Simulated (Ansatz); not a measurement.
The cell below belongs to a search over invented structures; it isn't taken from experiment.

Input and command of a plane-wave DFT calculation in Ansatz:

```yaml
crystal:
  lattice:
    - [4.2928118077, 0.0, 0.0]
    - [-2.1464059039, 3.7176840791, 0.0]
    - [0.0, 0.0, 13.0988495072]
  atoms:
    - { symbol: Cd, position: [0.0, 0.0, 0.7644915121] }
    - { symbol: Cd, position: [0.6666666667, 0.3333333333, 0.4823206163] }
    - { symbol: Cd, position: [0.3333333333, 0.6666666667, 0.2047214227] }
    - { symbol: Cd, position: [0.6666666667, 0.3333333333, 0.9143487939] }
    - { symbol: Se, position: [0.0, 0.0, 0.5568838952] }
    - { symbol: Se, position: [0.6666666667, 0.3333333333, 0.2792572677] }
    - { symbol: Se, position: [0.3333333333, 0.6666666667, 0.000976492] }
basis:
  ecutwfc: 500
kpoints:
  mp_grid: { grid: [12, 12, 4] }
hamiltonian:
  xc: r2scan
scf:
  occupations: { method: gaussian, width: 0.1 }
output:
  forces: true
  stress: true
  eigenvalues: true
```

```bash
ansatz run input.yaml --threads 1 --pin off --max-ram 2560MiB --backend cpu --events-out ev --progress --plain --runs-dir out
```

Processor: Intel(R) Xeon(R) 6975P-C (Granite Rapids), 1 thread, on a host shared with other jobs.

Question: Estimate time, memory and problem size.

Answer: About 86 s, peak memory 1.4 GiB. It solves 77 bands at 69 k points (after reduction by symmetry) with about 5321 plane waves, in 10 SCF iterations.
